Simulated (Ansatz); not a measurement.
Cd2TeS:
```cif
data_Cd2STe
_chemical_formula_sum 'Cd2 Te1 S1'
_space_group_name_H-M_alt 'P3m1'
_space_group_IT_number 156
_space_group_name_Hall 'P 3 -2"'
_cell_length_a 4.29164
_cell_length_b 4.29164
_cell_length_c 7.06171
_cell_angle_alpha 90.000
_cell_angle_beta 90.000
_cell_angle_gamma 120.000
loop_
_atom_site_label
_atom_site_type_symbol
_atom_site_symmetry_multiplicity
_atom_site_Wyckoff_symbol
_atom_site_fract_x
_atom_site_fract_y
_atom_site_fract_z
_atom_site_occupancy
Cd1 Cd 1 c 0.66667 0.33333 0.47201 1
Cd2 Cd 1 a 0.00000 0.00000 0.02476 1
Te1 Te 1 a 0.00000 0.00000 0.63143 1
S1 S 1 c 0.66667 0.33333 0.11980 1
```

Relaxed at zero pressure with plane-wave PAW LDA (Ansatz code).

Problem. The volume is lowered by 6 % and shape and atoms relax at that volume. What pressure results, and how do the axes share the change?

Solution. 3.8 GPa; a -2.2 %, b -2.2 %, c -1.8 %; the energy rises by 19 meV/atom.

Problem. Give the new structure.

Solution. 
Space group P3m1 (No. 156); a = 4.198 Å, b = 4.198 Å, c = 6.938 Å, α = 90.00°, β = 90.00°, γ = 120.00°

| atom | site | symmetry | x | y | z |
|---|---|---|---|---|---|
| Cd | 1c | 3m. | 0.6667 | 0.3333 | 0.4700 |
| Cd | 1a | 3m. | 0.0000 | 0.0000 | 0.0260 |
| Te | 1a | 3m. | 0.0000 | 0.0000 | 0.6339 |
| S | 1c | 3m. | 0.6667 | 0.3333 | 0.1181 |

The phase is kept; no other phase was compared at this pressure.

The workflow started from a Materials Project entry (that database holds measured and hypothetical structures alike); the Crystallography Open Database copy checked does not list it. Its standing as an ambient phase is unchecked. The LDA relaxation kept the symmetry of its start; of distortions, only those at the zone centre were tested. Spin–orbit coupling is left out wherever it is not named.

Potentials: the later of the program's two PAW sets.
